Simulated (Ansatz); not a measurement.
Pd (fcc, Cu type)

```cif
data_Pd4
_chemical_formula_sum 'Pd4'
_space_group_name_H-M_alt 'Fm-3m'
_space_group_IT_number 225
_space_group_name_Hall '-F 4 2 3'
_cell_length_a 3.94259
_cell_length_b 3.94259
_cell_length_c 3.94259
_cell_angle_alpha 90.000
_cell_angle_beta 90.000
_cell_angle_gamma 90.000
loop_
_atom_site_label
_atom_site_type_symbol
_atom_site_symmetry_multiplicity
_atom_site_Wyckoff_symbol
_atom_site_fract_x
_atom_site_fract_y
_atom_site_fract_z
_atom_site_occupancy
Pd1 Pd 4 a 0.00000 0.00000 0.00000 1
```
(The calculation used a cell of 1 atom; values per cell refer to that cell.)

Grid over V/V₀ and (c/a)/(c/a)₀, subscript 0 meaning the relaxed cell; the conventional c axis lies along z; no internal relaxation.

The numbers are results of PBE (plane waves to 420 eV, PAW, scalar-relativistic; Ansatz, a first-principles code), not measurements. k mesh 20×20×20 (Γ-centred), Fermi-Dirac smearing 0.05 eV. Energies are smeared free energies. With partly filled bands, the response to shear is sensitive to the k mesh, so small differences along c/a are uncertain. Pd is run without spin polarisation. Pd was relaxed with its symmetry unable to fall. The PAW data are Ansatz's earlier set. ΔE is measured from the relaxed starting cell.

Task: What ΔE (meV/atom) does the calculation give at all points of the grid V/V₀ = 0.920, 0.947, 0.973, 1.000, 1.027, 1.053, 1.080 by (c/a)/(c/a)₀ = 0.960, 0.973, 0.987, 1.000, 1.013, 1.027, 1.040?

Result: ΔE (meV/atom), with V/V₀ across and (c/a)/(c/a)₀ down:

```csv
(c/a)/(c/a)₀ \ V/V₀,0.920,0.947,0.973,1.000,1.027,1.053,1.080
0.960,65,28,8,2,7,22,45
0.973,63,27,7,1,6,21,44
0.987,62,26,6,0,6,21,44
1.000,62,26,6,0,5,20,43
1.013,62,26,6,0,6,21,44
1.027,63,27,7,1,6,21,44
1.040,65,29,9,3,8,23,45
```

(A scan under strain: stresses follow from slopes of the energy per volume, elastic moduli from its curvatures.)
